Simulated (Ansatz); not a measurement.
SiS₂:
```yaml
crystal:
  lattice:
    - [-2.77107, 4.82382, 2.76143]
    - [2.77107, -4.82382, 2.76143]
    - [2.77107, 4.82382, -2.76143]
  atoms:
    - { symbol: S, position: [0.88257, 0.79016, 0.67273] }
    - { symbol: S, position: [0.38257, 0.70984, 0.09241] }
    - { symbol: S, position: [0.61743, 0.29016, 0.90759] }
    - { symbol: S, position: [0.11743, 0.20984, 0.32727] }
    - { symbol: Si, position: [0.75000, 0.75000, 0.00000] }
    - { symbol: Si, position: [0.25000, 0.25000, 0.00000] }
```

Relaxed with r²SCAN+D4.

Problem. Map the valence electron density (e/Å³), cut off at 0.5 on the plane through (0.883, 0.790, 0.673) spanned by u = [0, 1, -1] and v = [-1, 1, 1] in lattice vectors, from plane-wave PAW r²SCAN+D4 (Ansatz code).

Solution. x is the fraction of u, y of v (the angle between them is 74°; rows are the nearest grid lines); atoms in the plane: S at (0.00, 0.00), Si at (0.81, 0.14).
```
| @@@*:    .-=++-:.      .:---::::-+@@@@ |
|@@@@*:.  .-*@@@@%=:.      ...     .-%@@@|
|@@@@+:   .-#@@@@@#-:               :=%@@|
|===-..   .:+@@@@@@*=::..            ..-=|
|          .:=#@@@%#***=-:.              |
|            ..:--=+*@@@*-:.    ..::::.  |
|              ..::-+@@@#=:.    .:=++=-. |
|:.  ..:-=-:..     .:*%#+-:.   .:+@@@@@+:|
|*-::-+%@@@@%=.     .:--:..     :+@@@@@@*|
|%*++*@@@@@@@@=.     ....       .:+@@@@@%|
|%**+#@@@@@@@@*:      ...        .-+%@@@%|
|=+++*@@@@@@@@+:.                  .::-==|
|:=*%%######*+-.              .       ..:|
|:+@@@@@*=--::.            ..:---:.    .:|
|:*@@@@@%+-:...            .:=**+-:.   .:|
|-#@@@@@@@+:..             .-*@@@%=:.  .-|
|:+@@@@@@@*-.. ......      .:+%@@@*-.   :|
| :=@@@@@@+:.   ..::.      .:-*@@@*-.    |
| .:=%@@@*-.    .....     ..:-*%@@#=:.   |
|   ..:::..       ...   ..:-=++=-=++=:.. |
|=-..                  .:-=+#%%+..-%@%#*=|
|@@%=.                 .:=+#%%%%*+#@@@@@@|
|@@@#-.      ...        .-+*#***++#@@@@@@|
| @@@*:    .-=++-:.      .:---::::-+@@@@ |
```
Scale: ten equal steps from 0.000 (start of ' ') to 0.500 (end of '@'), in the order ' .:-=+*#%@'; x runs from 0.000 to 1.00, y from 0.000 (bottom) to 1.00 (top).

The density is the valence pseudo-density with augmentation charge, so density and ELF within about 1 Å of a nucleus are not all-electron values.

Space group Ibam. Symmetry was held in the r²SCAN+D4 relaxation.

Potentials: the later of the program's two PAW sets.
